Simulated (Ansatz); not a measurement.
Here is the system:

TiAl:
Space group R-3m, hexagonal axes (No. 166); a = b = 2.851 Å, c = 13.908 Å, α = β = 90.00°, γ = 120.00°

```csv
atom,site,symmetry,x,y,z
Al,3a,-3m,0.0000,0.0000,0.0000
Ti,3b,-3m,0.0000,0.0000,0.5000
```
(The calculation used a cell of 2 atoms; values per cell refer to that cell.)

This is the PBEsol-relaxed structure.

**Question.** All from DFT-PBEsol in the program Ansatz with PAW potentials, unless another level is named. Give the formation energy from the elements (no fitted shifts).

**Answer.** -0.18 eV/atom.

**Question.** Predict the density of states at the Fermi level.

**Answer.** 1.00 states/eV per atom (mean over ±0.08 eV).

A made-up cell: these elements were put on the sites of a structure type; neither database checked (COD, Materials Project) lists it. It is not the phase usual at ambient conditions (space group No. 123). The PBEsol relaxation kept the symmetry of its start. At this level the phase is mechanically unstable. No spin polarisation was allowed. Axis ratios of metals converge slowly with the k-mesh, so a and c are less sure than the volume. The references are the lowest solids computed at this level, not always the standard phases.

Potentials: the later of the program's two PAW sets.
